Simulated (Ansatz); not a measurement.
Relaxed-ion elastic tensor of ScGe in space group Cmcm (No. 63; Sc on 4c, Ge on 4c) in GPa (Voigt order), LDA in the plane-wave PAW code Ansatz; density 5.43 g/cm³, 17.98 Å³ per atom.

```
 178  44.0  90.1   0.0   0.0   0.0
44.0   245  30.3   0.0   0.0   0.0
90.1  30.3   198   0.0   0.0   0.0
 0.0   0.0   0.0  38.6   0.0   0.0
 0.0   0.0   0.0   0.0   119   0.0
 0.0   0.0   0.0   0.0   0.0  56.9
```

**Question.** Is the crystal mechanically stable?

**Answer.** Yes: the smallest eigenvalue of C is 38.6 GPa.

**Question.** Work out the Voigt, Reuss and Hill averages.

**Answer.** K_V = 105, K_R = 105, K_H = 105; G_V = 73.4, G_R = 60.8, G_H = 67.1 GPa.

**Question.** Give Young's modulus, Poisson's ratio, Pugh's ratio and the universal anisotropy index.

**Answer.** E = 9KG/(3K + G) = 166 GPa; ν = 0.24; K/G = 1.57 (brittle by the Pugh limit of 1.75); A_U = 5G_V/G_R + K_V/K_R − 6 = 1.04.

**Question.** Estimate the sound speeds and the Debye temperature.

**Answer.** v_l = √((K + 4G/3)/ρ) = 5990 m/s, v_t = √(G/ρ) = 3510 m/s, mean 3900 m/s; Θ = (h/k)(3n/4πV)^(1/3) v_m = 443 K.

**Question.** How much does each axis shrink under pressure?

**Answer.** Linear compressibilities β_i = Σ_j S_ij (j = 1 to 3): x 3.3, y 3.1, z 3.1 per TPa.

The workflow started from a Materials Project entry (that database holds measured and hypothetical structures alike); the Crystallography Open Database copy checked does not list it. Whether it is the stable phase at ambient conditions was not checked. Symmetry was held in the LDA relaxation; of distortions, only those at the zone centre were tested. The run is not spin-polarised. As this level gives no gap, shear constants depend on the k-mesh and smearing (Fermi–Dirac, 0.1 eV here). On the denser mesh and wider smearing of the elastic run this cell carries a stress of 0.3 GPa.

Potentials: the later of the program's two PAW sets.
